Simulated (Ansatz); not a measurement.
TaP2:
```
TaP2
1.0
    1.66793    -5.72523     0.00000
    1.66793     5.72523     0.00000
    0.00000     0.00000     5.04633
Ta P
2 4
Direct
  0.91006   0.08994   0.50041
  0.08994   0.91006   0.00041
  0.57288   0.42712   0.37853
  0.42712   0.57288   0.87853
  0.30029   0.69971   0.19607
  0.69971   0.30029   0.69607
```

Relaxed with r²SCAN.

Give the Bader charges and basin volumes of the independent atoms, r²SCAN in the plane-wave PAW code Ansatz.



| atom | Bader charge (e) | Bader volume (Å³) |
|---|---|---|
| Ta1 | +1.49 | 13.3 |
| P3 | -0.86 | 16.8 |
| P5 | -0.63 | 18.1 |

Space group Cmc2_1. The start of the workflow was typed in or built on a structure type; neither database checked (COD, Materials Project) lists it. Whether it is the stable phase at ambient conditions was not checked. The r²SCAN relaxation kept the symmetry of its start; whether a distortion lowers the energy is not shown. No spin polarisation was allowed. Scalar-relativistic: spin–orbit coupling is off unless named, which matters more the heavier the elements.

Potentials: the earlier of the program's two PAW sets. The files were generated under PBE; for other functionals the program regenerates the frozen cores, and for LDA and PBEsol the local potential too.
